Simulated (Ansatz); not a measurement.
InGaAs$_{2}$:
```cif
data_As6Ga3In3
_chemical_formula_sum 'In3 Ga3 As6'
_space_group_name_H-M_alt 'R3m :H'
_space_group_IT_number 160
_space_group_name_Hall 'R 3 -2"'
_cell_length_a 4.11081
_cell_length_b 4.11081
_cell_length_c 20.21936
_cell_angle_alpha 90.000
_cell_angle_beta 90.000
_cell_angle_gamma 120.000
loop_
_atom_site_label
_atom_site_type_symbol
_atom_site_symmetry_multiplicity
_atom_site_Wyckoff_symbol
_atom_site_fract_x
_atom_site_fract_y
_atom_site_fract_z
_atom_site_occupancy
In1 In 3 a 0.00000 0.00000 0.37572 1
Ga1 Ga 3 a 0.00000 0.00000 0.87496 1
As1 As 3 a 0.00000 0.00000 0.99468 1
As2 As 3 a 0.00000 0.00000 0.50466 1
```
(The calculation used a cell of 4 atoms; values per cell refer to that cell.)

Relaxed at zero pressure with DFT-LDA in the program Ansatz with PAW potentials.

### Question
The volume is lowered by 6 % and shape and atoms relax at that volume. What pressure results, and how do the axes share the change?

### Answer
4.6 GPa; a -2.1 %, b -2.1 %, c -1.9 %; the energy rises by 20 meV/atom.

### Question
Give the new structure.

### Answer

Space group R3m, hexagonal axes (No. 160); a = b = 4.024 Å, c = 19.838 Å, α = β = 90.00°, γ = 120.00°

```tsv
atom	site	symmetry	x	y	z
In	3a	3m	0.0000	0.0000	0.6238
Ga	3a	3m	0.0000	0.0000	0.1254
As	3a	3m	0.0000	0.0000	0.0057
As	3a	3m	0.0000	0.0000	0.4951
```

The phase is kept; no other phase was compared at this pressure.

The workflow started from a Materials Project entry (that database holds measured and hypothetical structures alike); the Crystallography Open Database copy checked does not list it. With In and Ga taken as one species the cell has the higher symmetry F-43m, so it may be an ordered model of a mixed-site phase. Its standing as an ambient phase is unchecked. The LDA relaxation kept the symmetry of its start; of distortions, only those at the zone centre were tested.

Potentials: the later of the program's two PAW sets.
